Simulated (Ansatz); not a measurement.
An Ansatz (a quantum-chemistry and plane-wave program) input:

Ansatz 0.2 input:
```yaml
crystal:
  lattice:
    - [-1.6128924447, 1.6128924447, 1.6128924447]
    - [1.6128924447, -1.6128924447, 1.6128924447]
    - [1.6128924447, 1.6128924447, -1.6128924447]
  atoms:
    - { symbol: Ag, position: [0.0, 0.0, 0.0] }
kpoints:
  mp_grid: { grid: [13, 13, 13] }
  band_path:
    path:
      - [[0.0, 0.0, 0.0], [0.5, -0.5, 0.5], [0.0, 0.0, 0.5], [0.0, 0.0, 0.0], [0.25, 0.25, 0.25], [0.5, -0.5, 0.5]]  # Γ-H-N-Γ-P-H
      - [[0.25, 0.25, 0.25], [0.0, 0.0, 0.5]]  # P-N
    npoints: 12
basis: { xc_grid: 2 }
hamiltonian:
  xc: pbesol
  pseudopotentials: { azcp: { folder: ./paw }, kind: paw_fr }
magnetization: { noncollinear: true, spin_orbit: true }
scf:
  n_extra_bands: 13
  convergence: { dr2_threshold: 0.0000000001 }
  occupations: { method: gaussian, width: 0.05 }
output: { eigenvalues: true }
```

**Question.** How many symmetry operations and irreducible k-points will the run report?

**Answer.** 48 operations, 84 of 2197 k-points.

**Question.** With a cutoff of 420 eV, how many plane waves at Γ?

**Answer.** 321.

It took around 7 core-seconds (rough) on shared server cores.

Space group Im-3m (bcc (W type)). The first step of the workflow began from a Materials Project structure, measured or hypothetical; the Crystallography Open Database copy checked does not list it. It is not the phase usual at ambient conditions (space group No. 225). Symmetry was held in the PBEsol relaxation. At this level the phase is mechanically unstable. The run is not spin-polarised.

Potentials: the earlier of the program's two PAW sets. The files were generated under PBE; for other functionals the program regenerates the frozen cores, and for LDA and PBEsol the local potential too.

Ansatz is a plane-wave DFT program.
